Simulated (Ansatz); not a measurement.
SnF$_{4}$ in space group I4/mmm (No. 139; Sn on 2a, F on 4e, F on 4c), DFT-r²SCAN+D4 in the program Ansatz with PAW potentials. The conduction-band minimum lies at Γ, with 1 equivalent valley. Second derivatives d²E/dk² of the lowest band at one valley (eV·Å²), along Cartesian directions:

| direction | d²E/dk² |
|---|---|
| [100] | 14.21 |
| [010] | 14.21 |
| [001] | 11.59 |
| [110] | 14.21 |
| [101] | 12.90 |
| [011] | 12.90 |

Problem. Find the principal effective masses, the density-of-states mass and the conductivity mass.

Solution. Off-diagonal terms follow from H_xy = H[110] − (H_xx + H_yy)/2, and m*/mₑ = 7.620 eV·Å² over each eigenvalue: 0.54, 0.54, 0.66. One valley's DOS mass (m₁m₂m₃)^(1/3) = 0.57, conductivity mass 3/(Σ 1/mᵢ) = 0.57 mₑ.

Problem. What effective density of states Nc follows at 300 K for parabolic valleys?

Solution. Nc = 2.509e19 × 1 × (0.57)^(3/2) ≈ 1.1e19 cm⁻³.

The workflow started from a Materials Project entry (that database holds measured and hypothetical structures alike); the Crystallography Open Database files this formula in space group No. 139, but the cells were not matched. Its standing as an ambient phase is unchecked. Symmetry was held in the r²SCAN+D4 relaxation; whether a distortion lowers the energy is not shown. Scalar-relativistic: spin–orbit coupling is off unless named, which matters more the heavier the elements.

Potentials: the later of the program's two PAW sets.

Edges and masses are those of Kohn–Sham bands, whose gap is no quasiparticle gap.
